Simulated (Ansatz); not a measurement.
CdS built on the wurtzite prototype was put through Ansatz (plane waves). The cell was relaxed beforehand with r2SCAN.

Structure:
```
Cd S
1.0
     4.16460    0.00000    0.00000
    -2.08230    3.60665    0.00000
     0.00000    0.00000    6.76601
Cd S
2 2
Direct
  0.33333 0.66667 0.99904
  0.66667 0.33333 0.49904
  0.33333 0.66667 0.37596
  0.66667 0.33333 0.87596
```

Output, abridged:
```
Functional definition: r2SCAN
Crystal: 4 atoms, lattice volume = 101.627 Å³
Basis set: ecut = 500 eV, 2575 PW (Γ)
Bands: 32, of which v1, the nominal top of the filled ones, is band 26 counted from 1 (25 counted from 0)
Symmetry: 12 space group operations
Space group: P63mc (ITA 186)
k-points: 14 of 72
Free energy (F): -18351.229512 eV
Fermi energy:    6.305169 eV
--- Per-component energies (eV) ---
  E_band       = -1082.155927
  E_kinetic    = 1223.472626
  E_local      = -8110.163772
  E_nonlocal   = 126.339173
  E_hartree    = 3724.239512
  E_xc         = -519.766360
  E_vxc        = -680.192541
  E_paw        = -9431.900502
  E_vpaw       = -1133.531157
  E_vtau       = 43.437761
  E_ewald      = -5362.101126
  E_core_change = -1.349075
--- Band table (eV; the first three rows and the last of 14) ---
  k-point 0: bands = […, 2.0257, 5.5659, 5.5659, 6.2678, 6.3052, 6.3052, 7.9375, 9.5322, 13.2912, 13.2912, …]
  k-point 1: bands = […, 3.9066, 3.9066, 5.9242, 5.9242, 5.9242, 5.9242, 9.5735, 9.5735, 12.9088, 12.9088, …]
  k-point 2: bands = […, 2.2113, 4.6239, 5.1680, 5.2542, 6.0727, 6.1208, 9.0325, 10.3828, 12.4981, 13.5866, …]
  k-point 13: bands = […, 2.3791, 2.3791, 3.9135, 3.9135, 5.2159, 5.2159, 11.1599, 11.1599, 12.7194, 12.7194, …]
--- G₀W₀: contour deformation, 7 samples at zero and on the imaginary axis and 1 off it, 72 q-points, 557 empty bands' worth ---
    ik  band        ε_KS         Σx   Σc(E_QP)       V_xc       Z   E_QP_lin       E_QP  E_QP is
     0    25      6.3052   -20.7220     1.9496   -18.1567  0.7632     5.6812     5.6895  root
     0    26      6.3052   -20.7220     1.9496   -18.1567  0.7632     5.6812     5.6895  root
     0    27      7.9375    -8.3089    -3.6404   -11.9713  0.8043     7.9596     7.9595  root
     0    28      9.5322    -7.9631    -3.9447   -12.0989  0.8012     9.7239     9.7233  root
     1    25      5.9242   -20.2190     2.0637   -17.5006  0.7608     5.2595     5.2695  root
     1    26      5.9242   -20.2190     2.0637   -17.5006  0.7608     5.2595     5.2695  root
     1    27      9.5735    -8.4350    -3.8949   -12.4804  0.7954     9.7244     9.7240  root
     1    28      9.5735    -8.4350    -3.8949   -12.4804  0.7954     9.7244     9.7240  root
     2    25      6.0727   -20.3263     2.0765   -17.5949  0.7603     5.4078     5.4178  root
     2    26      6.1208   -20.4758     2.0082   -17.8325  0.7618     5.4766     5.4857  root
     2    27      9.0325    -9.2220    -3.6349   -12.9509  0.7930     9.1266     9.1264  root
     2    28     10.3828    -8.4281    -4.0949   -12.7763  0.7914    10.6374    10.6362  root
     3    25      5.6689   -19.8633     2.1238   -17.0662  0.7589     4.9847     4.9957  root
     3    26      5.6689   -19.8633     2.1238   -17.0662  0.7589     4.9847     4.9957  root
     3    27     10.3128    -8.6862    -4.0657   -12.9479  0.7871    10.5095    10.5088  root
     3    28     10.3128    -8.6862    -4.0657   -12.9479  0.7871    10.5095    10.5088  root
     4    25      5.5138   -19.5098     2.1702   -16.6463  0.7575     4.8083     4.8204  root
     4    26      5.7488   -19.9575     2.1177   -17.1717  0.7586     5.0700     5.0808  root
     4    27     10.1601    -8.5226    -4.0503   -12.7684  0.7888    10.3562    10.3555  root
     4    28     10.7087    -7.5950    -4.0116   -11.8643  0.7978    10.9677    10.9665  root
     5    25      5.2027   -19.2209     2.2389   -16.2788  0.7545     4.4866     4.4995  root
     5    26      5.2027   -19.2209     2.2389   -16.2788  0.7545     4.4866     4.4995  root
     5    27     10.4215    -7.5149    -3.9677   -11.6688  0.7970    10.6083    10.6077  root
     5    28     10.4215    -7.5149    -3.9677   -11.6688  0.7970    10.6083    10.6077  root
     6    25      5.0493   -18.9384     2.2721   -15.9438  0.7547     4.3126     4.3268  root
     6    26      5.5662   -19.6829     2.1642   -16.8370  0.7570     4.8731     4.8847  root
     6    27     10.4536    -8.2912    -4.1315   -12.6681  0.7903    10.7001    10.6990  root
     6    28     10.5635    -7.4257    -3.8919   -11.5549  0.8014    10.8017    10.8007  root
     7    25      5.0123   -19.0571     2.3022   -16.0410  0.7520     4.2846     4.2984  root
     7    26      5.0123   -19.0571     2.3022   -16.0410  0.7520     4.2846     4.2984  root
     7    27     10.1870    -7.3178    -3.8748   -11.3671  0.8017    10.3620    10.3614  root
     7    28     10.1870    -7.3178    -3.8748   -11.3671  0.8017    10.3620    10.3614  root
    13    25      5.2159   -19.1439     2.2593   -16.1804  0.7531     4.4988     4.5117  root
    13    26      5.2159   -19.1439     2.2593   -16.1804  0.7531     4.4988     4.5117  root
    13    27     11.1599    -8.0509    -4.2455   -12.5717  0.7896    11.4369    11.4353  root
    13    28     11.1599    -8.0509    -4.2455   -12.5717  0.7896    11.4369    11.4353  root
```

The points are ik 0 = (0, 0, 0) (Γ), ik 1 = (0, 0, -1/2), ik 2 = (0, 1/6, 0), ik 3 = (0, 1/6, -1/2), ik 4 = (0, 1/3, 0), ik 5 = (0, 1/3, -1/2), ik 6 = (0, -1/2, 0), ik 7 = (0, -1/2, -1/2), ik 13 = (1/3, 1/3, -1/2); band 26 is the last filled one.

Q: Reconstruct the input.

A:
```yaml
crystal:
  # lattice and atoms as above
kpoints:
  mp_grid: { grid: [6, 6, 2] }
hamiltonian:
  xc: r2scan
scf:
  occupations: { method: fixed }
gw:
  n_empty_bands: 557
  ecut_chi: 180
  qp_bands: [v2, c2]
  qp_kpoints: band_edges
  screening: { model: contour_deformation }
```
The quasiparticle table needs the gw block. The term E_vtau belongs to a meta-GGA, which reads the kinetic-energy density. This is the file that was run, less any keys that only write grids; thresholds and some counts can't be read off the log exactly.

Wall time 61 s on 1 × NVIDIA H100 80GB HBM3 with 2 threads of AMD EPYC 7R13 Processor (Zen 3) (shared host); peak host memory 2.6 GiB.

(Simulation; spin polarisation is off.)

The runs are scalar-relativistic, without spin-orbit coupling.
